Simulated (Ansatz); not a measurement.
Ansatz input

```yaml
crystal:
  lattice:
    - [2.6766193537, 0.0, 0.0]
    - [-1.3383096768, 2.3180203566, 0.0]
    - [0.0, 0.0, 8.7316996975]
  atoms:
    - { symbol: Rh, position: [0.0, 1.0, 0.0] }
    - { symbol: Rh, position: [0.0, 1.0, 0.5] }
    - { symbol: Rh, position: [0.3333333333, 0.6666666667, 0.25] }
    - { symbol: Rh, position: [0.6666666667, 0.3333333333, 0.75] }
hamiltonian:
  xc: pbesol
  pseudopotentials:
    kind: paw
    azcp:
      Rh: "pseudopotentials/Rh.paw.azcp"
basis:
  ecutwfc: 420
  fft_grid_basis: typed
kpoints:
  mp_grid: { grid: [18, 18, 5], shift: [0, 0, 0] }
magnetization:
  spin_polarized: false
scf:
  occupations: { method: fermi_dirac, width: 0.1 }
```

Terminal output

```
Warning: the record states the generating functional pbe (its physics header spells it `PBE`), which answers neither for hamiltonian.xc's functional nor for the pbesol family's — results may be inconsistent (PPs are generated against a specific XC)
Engine: ansatz 0.2.0, x86_64-unknown-linux-gnu
Pseudopotentials: kind: paw
Pseudopotential: Rh, paw, valence charge 17, recommended cutoff 420 eV (normal) 
Functional definition: PBEsol
  exchange = pbesol_x
  correlation = pbesol_c
Crystal: 4 atoms, lattice volume = 54.175 Å³
Basis set: ecut = 420 eV, 1091 PW (Γ)
Bands: 41, of which v1, the nominal top of the filled ones, is band 34 counted from 1 (33 counted from 0)
Symmetry: 24 space group operations
Space group: P63/mmc (ITA 194), of the structure as read, at distance tolerance 3.8e-5 Å
k-points: 111 of 1620
Non-local potential: Rh, projectors of the file, l = 0: 3, l = 1: 2, l = 2: 2, l = 3: 1
PAW form: soft (Blöchl's): semilocal exchange-correlation on the pseudo side does not see the compensation charge
PAW frozen core: Rh, regenerated for the run's functional, and the local potential with it (the file was generated under x = pbe(κ = 0.804, μ = 0.2195149727645171), c = pbe(β = 0.06672455060314922))
PAW one-centre angular grid: Rh, 590 points (default); XC on 64 Gauss nodes
Initial density: superposition of atomic densities (neutral atoms: chi_scale 0, normalization atom), corrected by the library's trained network
Initial wavefunctions: pseudopotential atomic-orbital guess
Functional: x = pbesol(κ = 0.804, μ = 0.12345679012345678), c = pbesol(β = 0.046)
SCF iter   1: F=—  HF=-25355.005503 eV  |F-HF|=—  |Δ(HF+E_count)|=         —  Δρ=1.13e-2  dr2=4.87e-2  ethr=1.77e-3  ⟨swp⟩=5.9  Hψ=15590  notcnv=0  defer=11
SCF iter   2: F=—  HF=-25354.997291 eV  |F-HF|=—  |Δ(HF+E_count)|=   8.21e-3  Δρ=5.27e-3  dr2=9.75e-3  ethr=7.16e-5  ⟨swp⟩=2.3  Hψ=7317  notcnv=0  defer=17
SCF iter   3: F=—  HF=-25354.994084 eV  |F-HF|=—  |Δ(HF+E_count)|=   3.21e-3  Δρ=9.02e-4  dr2=1.37e-4  ethr=1.43e-5  ⟨swp⟩=2.0  Hψ=6434  notcnv=0  defer=17
SCF iter   4: F=—  HF=-25354.994099 eV  |F-HF|=—  |Δ(HF+E_count)|=   1.51e-5  Δρ=1.23e-4  dr2=4.43e-6  ethr=2.02e-7  ⟨swp⟩=2.3  Hψ=7560  notcnv=0  defer=17
SCF iter   5: F=—  HF=-25354.994101 eV  |F-HF|=—  |Δ(HF+E_count)|=   1.91e-6  Δρ=2.64e-5  dr2=1.45e-7  ethr=6.51e-9  ⟨swp⟩=2.9  Hψ=7266  notcnv=0  defer=17
SCF iter   6: F=-25354.994101 eV  HF=-25354.994101 eV  |F-HF|=2.84e-10  |Δ(HF+E_count)|=   6.29e-9  Δρ=4.69e-6  dr2=7.81e-9  ethr=1.47e-10  ⟨swp⟩=2.0  Hψ=8794  notcnv=0
SCF 1 converged in 6 iterations: F = -25354.994101 eV  dr2 = 7.81e-9
SCF converged after 6 iterations
Free energy (F): -25354.994101 eV
Harris-Foulkes:  -25354.994101 eV  (|F-HF|=2.84e-10)
Internal energy: -25354.807971 eV  (E = F + TS)
E sigma→0 (E₀):  -25354.901036 eV
Entropy (-TS):   -0.186130 eV (-46.532 meV/atom)
Fermi energy:    22.705876 eV
--- Per-component energies (eV) ---
  E_band       = -323.836351
  E_kinetic    = 2294.761290
  E_local      = -6181.099731  (includes V_loc(G=0)·N_el)
  E_nonlocal   = 1425.389933
  E_hartree    = 2168.245239
  E_xc         = -883.210199
  E_vxc        = -1112.881087  (∫ρ·V_xc dr)
  E_paw        = -14095.303920  (= ΣΔE_a)
  E_vpaw       = -1086.501277  (= ΣTr[D̂ρ^β])
  E_aug_tail   = 0.003187  (compensation charges beyond the density's cutoff)
  E_ewald      = -10084.698570
  E_core_change = 1.104799  (= ΣΔE_core)
  E_smearing   = -0.186130  (= −TS)
  E_closure    = 0.000000  (closes the sum)
  Σ components = -25354.994101   (vs F -25354.994101, Δ=0.00e0)
```
